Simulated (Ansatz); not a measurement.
Input:

GePd2:
```cif
data_Ge3Pd6
_chemical_formula_sum 'Ge3 Pd6'
_space_group_name_H-M_alt 'P-62m'
_space_group_IT_number 189
_space_group_name_Hall 'P -6 -2'
_cell_length_a 6.70548
_cell_length_b 6.70548
_cell_length_c 3.47980
_cell_angle_alpha 90.000
_cell_angle_beta 90.000
_cell_angle_gamma 120.000
loop_
_atom_site_label
_atom_site_type_symbol
_atom_site_symmetry_multiplicity
_atom_site_Wyckoff_symbol
_atom_site_fract_x
_atom_site_fract_y
_atom_site_fract_z
_atom_site_occupancy
Ge1 Ge 2 c 0.33333 0.66667 0.00000 1
Ge2 Ge 1 b 0.00000 0.00000 0.50000 1
Pd1 Pd 3 g 0.39219 0.39219 0.50000 1
Pd2 Pd 3 f 0.00000 0.26838 0.00000 1
```

This is the r²SCAN-relaxed structure.

Problem. All from the program Ansatz at the r²SCAN level (PAW), unless another level is named. Give the electronic character.

Solution. metallic (no gap).

Problem. And the density of states at the Fermi level?

Solution. 0.20 states/eV per atom (mean over ±0.08 eV).

Problem. And the formation energy from the elements (no fitted shifts)?

Solution. -0.53 eV/atom.

The first step of the workflow began from a Materials Project structure, measured or hypothetical; the Crystallography Open Database copy checked does not list it. Its standing as an ambient phase is unchecked. Symmetry was held in the r²SCAN relaxation; its stability against distortions is not shown here. The run is not spin-polarised. The references are the lowest solids computed at this level, not always the standard phases. Spin–orbit coupling is left out wherever it is not named.

Potentials: the earlier of the program's two PAW sets.
